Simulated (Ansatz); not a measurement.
Starting cell, SnTe (rock salt):

```
CELL_PARAMETERS angstrom
      0.00000     3.18510     3.18510
      3.18510     0.00000     3.18510
      3.18510     3.18510     0.00000
ATOMIC_POSITIONS crystal
  Te 0.00000 0.00000 0.00000
  Sn 0.50000 0.50000 0.50000
```

In this cell atom 2 (Sn, nearest neighbour Te at 3.185 Å; its periodic images, 4.5 Å or more away, move with it) is moved by u·(0.707, 0.707, 0.000) + v·(0.000, 0.000, 1.000); the rest is frozen.

All values below come from r2SCAN (plane waves to 500 eV, PAW, scalar-relativistic; Ansatz, a first-principles code). k mesh 7×7×7 (Γ-centred), Fermi-Dirac smearing 0.05 eV. Energies are smeared free energies. SnTe was relaxed with its symmetry unable to fall. Spin-orbit coupling is left out, though Te is heavy.

Changes of ΔE (meV/cell) from the point u = 0.000 Å, v = 0.000 Å when one coordinate moves alone (two changes are said to add if the coupling is within 5 % of the smaller one, nearly so within 20 %):

| point | change |
|---|---|
| u = 0.000 Å, v = -0.480 Å | 153.68 |
| u = 0.000 Å, v = -0.240 Å | 0.02 |
| u = -0.480 Å, v = 0.000 Å | 101.84 |
| u = -0.240 Å, v = 0.000 Å | -2.92 |
| u = 0.240 Å, v = 0.000 Å | -2.92 |
| u = 0.480 Å, v = 0.000 Å | 101.84 |
| u = 0.000 Å, v = 0.240 Å | 0.02 |
| u = 0.000 Å, v = 0.480 Å | 153.68 |

Q: What is the change at u = -0.480 Å, v = 0.480 Å, where both move, and how far is it from the sum?

A: The sum of the single changes is 101.84 + (153.68) = 255.52; the calculation gives 334.74, so the coupling contributes 79.22 (over 20 % of the smaller single change, not additive).

(A displaced cell: forces are minus the slopes of the energy, force constants its curvatures, and phonons follow from these.)
